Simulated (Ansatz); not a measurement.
In the program Ansatz at the r²SCAN level (PAW), Ti in the diamond structure (Fd-3m) relaxes to a = 6.119 Å. Ti has 4 nearest neighbours from 2.65 Å (tetrahedral).

Electronic character: metallic (no gap). The magnetic state found is ferromagnetic. The net moment is 2.76 μB per atom.

The bulk modulus is 33.0 GPa.

The start of the workflow was typed in or built on a structure type; neither database checked (COD, Materials Project) lists it. It is not the phase usual at ambient conditions (space group No. 194). The r²SCAN relaxation kept the symmetry of its start; its stability against distortions is not shown here. Magnetic state: ferromagnetic, chosen from 4 collinear starts compared on coarse meshes (ties went to the first, and starts can fall back to one state), not a proven ground state. Other orbital occupations within this spin state were not tried.

Potentials: the earlier of the program's two PAW sets.
